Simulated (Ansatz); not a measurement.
## Ansatz 0.2.0, relaxation: Na2Pt3S4

Run with:

```bash
ansatz run input.yaml --threads 2 --pin off --max-ram 2560MiB --backend cpu --events-out ev --progress --plain --runs-dir out
```

The input file (Ansatz 0.2.0, plane waves):

```yaml
crystal:
  lattice:
    - [-2.98126, 5.057412, 0.0]
    - [2.98126, 0.0, 6.205127]
    - [2.98126, 5.057412, 0.0]
  atoms:
    - { symbol: Na, position: [0.343, 0.686, 0.657] }
    - { symbol: Na, position: [0.657, 0.314, 0.343] }
    - { symbol: Pt, position: [0.0, 0.0, 0.0] }
    - { symbol: S, position: [0.29, 0.24, 0.05] }
    - { symbol: S, position: [0.95, 0.24, 0.71] }
    - { symbol: S, position: [0.71, 0.76, 0.95] }
    - { symbol: S, position: [0.05, 0.76, 0.29] }
    - { symbol: Pt, position: [0.0, 0.0, 0.5] }
    - { symbol: Pt, position: [0.5, 0.0, 0.0] }
  symmetry: { tolerance: 0.0003 }
kpoints:
  mp_grid: { grid: [4, 4, 4], shift: [0, 0, 0] }
magnetization:
  spin_polarized: false
scf:
  occupations: { method: fermi_dirac }
  lower_state_search: "off"
hamiltonian:
  pseudopotentials: { kind: paw }
  xc: pbe
basis:
  ecutwfc: 420
  fft_grid_basis: typed
relax:
  max_steps: 80
  cell: { p_target: 0.0 }
output:
  forces: true
  stress: true
  eigenvalues: true
  bader: true
  populations: true
  elf: true
  write_potential: true
  volumetric_format: npy
  dos:
    e_range: [-12, 8]
    de: 0.05
    projected: { site_lists: { Na: [Na], Pt: [Pt], S: [S] } }
  write_density: true
checkpoint:
  read: saved_state
```

Origin of the cell: a known structure type with other elements, at an estimated volume, so it need not be a known compound.

The smearing width isn't typed, so it takes its default of 0.1 eV.

The saved state is a converged single point of the same cell.

Excerpt of the output:

```
SCF iter   1: F=—  HF=-44154.045000 eV  Δρ=8.59e-4  dr2=3.18e-3
SCF iter   2: F=—  HF=-44154.045586 eV  Δρ=3.75e-4  dr2=3.48e-4
SCF iter   3: F=—  HF=-44154.045891 eV  Δρ=1.52e-4  dr2=8.57e-5
SCF iter   4: F=—  HF=-44154.046082 eV  Δρ=4.88e-5  dr2=8.33e-6
SCF iter   5: F=—  HF=-44154.046088 eV  Δρ=2.09e-5  dr2=1.19e-6
SCF iter   6: F=—  HF=-44154.046088 eV  Δρ=1.00e-5  dr2=2.70e-7
SCF iter   7: F=-44154.046089 eV  HF=-44154.046089 eV  Δρ=2.60e-6  dr2=1.61e-8
relax step   1: F+E_penalty+E_count = -44154.046089 eV  Δ(F+E_penalty+E_count) = +0.000e0 eV  max|allowed force component| = 2.761e0 eV/Å  Δτ_max = 0.0000 Å  P = +14.024 GPa  Ω = 187.115 Å³ […]
relax step   2: F+E_penalty+E_count = -44155.244392 eV  Δ(F+E_penalty+E_count) = -1.198e0 eV  max|allowed force component| = 1.677e-1 eV/Å  Δτ_max = 0.0747 Å  P = +1.251 GPa  Ω = 202.311 Å³ […]
relax step   3: F+E_penalty+E_count = -44155.330340 eV  Δ(F+E_penalty+E_count) = -8.595e-2 eV  max|allowed force component| = 6.628e-2 eV/Å  Δτ_max = 0.0527 Å  P = +0.069 GPa  Ω = 203.801 Å³ […]
relax step   4: F+E_penalty+E_count = -44155.355310 eV  Δ(F+E_penalty+E_count) = -2.497e-2 eV  max|allowed force component| = 5.215e-2 eV/Å  Δτ_max = 0.0343 Å  P = -0.216 GPa  Ω = 201.246 Å³ […]
relax step   5: F+E_penalty+E_count = -44155.371972 eV  Δ(F+E_penalty+E_count) = -1.666e-2 eV  max|allowed force component| = 2.377e-2 eV/Å  Δτ_max = 0.0248 Å  P = -0.128 GPa  Ω = 200.117 Å³ […]
relax step   6: F+E_penalty+E_count = -44155.379527 eV  Δ(F+E_penalty+E_count) = -7.555e-3 eV  max|allowed force component| = 8.957e-2 eV/Å  Δτ_max = 0.0627 Å  P = +0.081 GPa  Ω = 194.445 Å³ […]
relax step   7: F+E_penalty+E_count = -44155.383620 eV  Δ(F+E_penalty+E_count) = -4.092e-3 eV  max|allowed force component| = 8.793e-3 eV/Å  Δτ_max = 0.0212 Å  P = +0.003 GPa  Ω = 196.238 Å³ […]
relax step   8: F+E_penalty+E_count = -44155.383669 eV  Δ(F+E_penalty+E_count) = -4.906e-5 eV  max|allowed force component| = 5.806e-3 eV/Å  Δτ_max = 0.0022 Å  P = -0.005 GPa  Ω = 196.418 Å³ […]
relax step   9: F+E_penalty+E_count = -44155.390895 eV  Δ(F+E_penalty+E_count) = -7.226e-3 eV  max|allowed force component| = 7.247e-3 eV/Å  Δτ_max = 0.0000 Å  P = +0.075 GPa  Ω = 196.418 Å³  stress off target by 2.21e-1 GPa […]
relax step  10: F+E_penalty+E_count = -44155.391379 eV  Δ(F+E_penalty+E_count) = -4.848e-4 eV  max|allowed force component| = 1.596e-2 eV/Å  Δτ_max = 0.0071 Å  P = -0.036 GPa  Ω = 196.962 Å³ […]
relax step  11: F+E_penalty+E_count = -44155.391655 eV  Δ(F+E_penalty+E_count) = -2.756e-4 eV  max|allowed force component| = 5.913e-4 eV/Å  Δτ_max = 0.0039 Å  P = +0.002 GPa  Ω = 196.431 Å³ […]
relax step  12: F+E_penalty+E_count = -44155.391645 eV  Δ(F+E_penalty+E_count) = +1.005e-5 eV  max|allowed force component| = 5.998e-4 eV/Å  Δτ_max = 0.0000 Å  P = +0.002 GPa  Ω = 196.431 Å³  stress off target by 8.41e-3 GPa […]
SCF 12 converged in 6 iterations: F = -44155.391645 eV  dr2 = 4.88e-11
basis re-selected at this cell: Δ(F+E_penalty+E_count) = +1.005e-5 eV, ΔP = +0.000 GPa vs the last step (what re-selecting the basis moved, of the pressure what is left beyond the Pulay corre […]
SCF converged after 6 iterations
Free energy (F): -44155.391645 eV
Harris-Foulkes:  -44155.391645 eV  (|F-HF|=4.37e-11)
Internal energy: -44155.387792 eV  (E = F + TS)
E sigma→0 (E₀):  -44155.389718 eV
Entropy (-TS):   -0.003853 eV (-0.428 meV/atom)
Fermi energy:    8.755396 eV
--- Per-component energies (eV) ---
  E_band       = -1513.978000
  E_kinetic    = 2585.803395
  E_local      = -12379.792921  (includes V_loc(G=0)·N_el)
  E_nonlocal   = 942.989234
  E_hartree    = 4831.415434
  E_xc         = -1252.249411
  E_vxc        = -1358.997463  (∫ρ·V_xc dr)
  E_paw        = -31290.398811  (= ΣΔE_a)
  E_vpaw       = -966.811424  (= ΣTr[D̂ρ^β])
  E_aug_tail   = 0.000509  (compensation charges beyond the density's cutoff)
  E_ewald      = -7593.155221
  E_smearing   = -0.003853  (= −TS)
  Σ components = -44155.391645   (vs F -44155.391645, Δ=0.00e0)
--- Forces (eV/Å), atoms counted from 1 ---
  atom   1  Na     0.000000    -0.000000    -0.000374
  atom   2  Na     0.000000     0.000000     0.000374
  atom   3  Pt     0.000000     0.000000     0.000000
  atom   4  S      0.000000    -0.000600     0.000528
  atom   5  S      0.000000     0.000600     0.000528
  atom   6  S     -0.000000     0.000600    -0.000528
  atom   7  S     -0.000000    -0.000600    -0.000528
  atom   8  Pt    -0.000000     0.000000     0.000000
  atom   9  Pt     0.000000     0.000000     0.000000
  max |Σ_I F_I| component: 1.08e-19 eV/Å
--- Stress (GPa, compression-positive) ---
        0.008410      -0.000000      -0.000000
       -0.000000       0.003559      -0.000000
       -0.000000      -0.000000      -0.006419
  P = ⅓ Tr σ = 0.0019 GPa (0.019 kbar)
--- Relaxed structure (10 steps of the walk, 10 accepted, 2 SCFs on fresh bases) ---
  F+E_penalty+E_count = -44155.391645 eV   max|allowed force component| = 5.998e-4 eV/Å   (the final SCF, on the basis selected at the relaxed cell)
  cell:  # Å, volume = 196.4314 Å³
    - [-3.052254, 5.667827, 0.0]
    - [3.052254, 0.0, 5.677324]
    - [3.052254, 5.667827, 0.0]
  atoms:
    - { symbol: Na, position: [0.351610, 0.703219, 0.648390] }
    - { symbol: Na, position: [0.648390, 0.296781, 0.351610] }
    - { symbol: Pt, position: [0.0, 0.0, 1.549e-19] }
    - { symbol: S, position: [0.291646, 0.263932, 0.027714] }
    - { symbol: S, position: [0.972286, 0.263932, 0.708354] }
    - { symbol: S, position: [0.708354, 0.736068, 0.972286] }
    - { symbol: S, position: [0.027714, 0.736068, 0.291646] }
    - { symbol: Pt, position: [-5.554e-17, 0.0, 0.500000] }
    - { symbol: Pt, position: [0.500000, 0.0, -5.548e-17] }
--- Löwdin populations: 9 sites ---
  site symbol       q [e]
     0     Na      8.3499
     1     Na      8.3499
     2     Pt     17.7599
     3      S      6.3615
     4      S      6.3615
     5      S      6.3615
     6      S      6.3615
     7     Pt     17.7305
     8     Pt     17.7305
  spilling = 0.006595 (of n_electrons = 96.000000)
--- Bader charges: 9 sites ---
  site symbol  charge [e]  shift [e]
     0     Na      0.8704     0.0000
     1     Na      0.8704     0.0000
     2     Pt     -0.0079     0.0090
     3      S     -0.4761     0.0067
     4      S     -0.4761     0.0067
     5      S     -0.4761     0.0067
     6      S     -0.4761     0.0067
     7     Pt      0.0858     0.0089
     8     Pt      0.0858     0.0089
  estimated error of the sums over rays = 4.8e-4 e
```

The starting structure.

Space group Fmmm (No. 69); the run's cell has a = 5.871 Å, b = 6.884 Å, c = 5.871 Å, α = 77.30°, β = 61.04°, γ = 102.70°. Shortest distances: Pt–S 2.26 Å, Pt–Pt 2.94 Å, S–S 2.98 Å, Na–S 3.26 Å, Na–Pt 3.52 Å.

After:

Space group Fmmm (No. 69); the run's cell has a = 6.437 Å, b = 6.446 Å, c = 6.437 Å, α = 77.03°, β = 56.61°, γ = 102.97°. Shortest distances: Pt–S 2.35 Å, S–S 3.00 Å, Pt–Pt 3.05 Å, Na–S 3.08 Å, Na–Na 3.37 Å, Na–Pt 3.49 Å.

| Item | Value |
| --- | --- |
| Free energy lowered by | 149.5 meV/atom |
| Volume change | 4.98 % |
| Final pressure | 0.00 GPa |
| Relaxation steps listed | 12 |
| Formation energy (elements under the same functional, gases as molecules, uncorrected) | -0.585 eV/atom |

Caveats: no spin-orbit coupling, though heavy elements are present; the relaxation held the start's symmetry, so the end may be a saddle point.

Time: 120 s on 2 threads of Arm Neoverse V1, on a shared host, peak memory 0.58 GiB, from a saved density.
